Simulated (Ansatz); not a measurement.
SiC (6H type, space group P6_3mc)

```xyz
12
Lattice="3.0950 0.0000 0.0000 -1.5475 2.6803 0.0000 0.0000 0.0000 15.1865" Properties=species:S:1:pos:R:3 pbc="T T T"
Si     0.0000     0.0000    15.1838
Si     0.0000     0.0000     7.5906
Si     1.5475     0.8934    12.6518
Si     0.0000     1.7869     5.0585
Si     1.5475     0.8934     2.5301
Si     0.0000     1.7869    10.1233
C      0.0000     0.0000    13.2801
C      0.0000     0.0000     5.6869
C      1.5475     0.8934    10.7535
C      0.0000     1.7869     3.1603
C      1.5475     0.8934     0.6319
C      0.0000     1.7869     8.2252
```

The volume is varied about the relaxed value V₀ at fixed cell shape. The atoms relax within the cell's symmetry.

Computed with PBE (plane waves to 420 eV, PAW, scalar-relativistic; Ansatz, a program for electronic structure). k mesh 10×10×2 (Γ-centred), Fermi-Dirac smearing 0.05 eV. The energy includes the smearing's −TS. Stress and pressure are positive under compression. With the shape held, the modulus is that of even scaling; a crystal free to change shape is softer. SiC was relaxed with its symmetry unable to fall. The PAW data are Ansatz's earlier set. The zero of ΔE is the relaxed starting cell.

| V (Å³/atom) | ΔE (meV/atom) |
|---|---|
| 9.869 | withheld |
| 9.995 | 17.4 |
| 10.121 | 9.6 |
| 10.247 | 4.2 |
| 10.373 | 1.0 |
| 10.499 | 0.0 |
| 10.624 | 1.0 |
| 10.750 | 3.9 |
| 10.876 | 8.5 |
| 11.002 | 14.9 |
| 11.128 | 22.9 |

Fit a third-order Birch-Murnaghan form (E₀, V₀, B₀, B₀′ free) to the given rows and predict ΔE at V = 9.869.

Least squares on the 10 given rows: ΔE = E₀ + (9V₀B₀/16)·y²·[2 + (B₀′ − 4)y], y = (V₀/V)^(2/3) − 1, with V₀ = 10.499 Å³/atom, B₀ = 213.3 GPa (160.2 GPa = 1 eV/Å³; the term in eV is multiplied by 1000), B₀′ = 3.76, E₀ = 0.01 meV/atom; root-mean-square residual 0.02 meV/atom. At 9.869 the fit gives 27.8 meV/atom; the calculation gives 27.8 meV/atom, the same to the digits shown. For the pressure the fit gives 14.8 GPa against the computed 14.9 GPa.

(Under strain, the slope of the energy per volume gives the stress and its curvature an elastic modulus.)
